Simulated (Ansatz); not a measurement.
Here is the system:

GaAu:
```cif
data_Au4Ga4
_chemical_formula_sum 'Ga4 Au4'
_space_group_name_H-M_alt 'P 1'
_space_group_IT_number 1
_cell_length_a 6.14639
_cell_length_b 3.65940
_cell_length_c 6.31236
_cell_angle_alpha 90.000
_cell_angle_beta 90.000
_cell_angle_gamma 90.000
loop_
_space_group_symop_operation_xyz
  'x, y, z'
loop_
_atom_site_label
_atom_site_type_symbol
_atom_site_fract_x
_atom_site_fract_y
_atom_site_fract_z
_atom_site_occupancy
Ga1 Ga 0.67881 0.25000 0.07654 1
Ga2 Ga 0.32119 0.75000 0.92346 1
Ga3 Ga 0.82119 0.75000 0.57654 1
Ga4 Ga 0.17881 0.25000 0.42346 1
Au1 Au 0.50525 0.25000 0.68806 1
Au2 Au 0.49475 0.75000 0.31194 1
Au3 Au 0.99475 0.75000 0.18806 1
Au4 Au 0.00525 0.25000 0.81194 1
```

This is the r²SCAN-relaxed structure.

### Question
All from plane-wave PAW r²SCAN (Ansatz code), unless another level is named. Predict the formation energy from the elements (no fitted shifts).

### Answer
-21 kJ/mol of atoms.

### Question
What about the density of states at the Fermi level?

### Answer
0.25 states/eV per atom (mean over ±0.08 eV).

Space group Pnma. The workflow started from a Materials Project entry (that database holds measured and hypothetical structures alike); the Crystallography Open Database files this formula in space group No. 62, but the cells were not matched. Whether it is the stable phase at ambient conditions was not checked. The cell was relaxed with r²SCAN under the symmetry of its start; whether a distortion lowers the energy is not shown. The references are the lowest solids computed at this level, not always the standard phases. Spin–orbit coupling is left out wherever it is not named.

Potentials: the later of the program's two PAW sets.
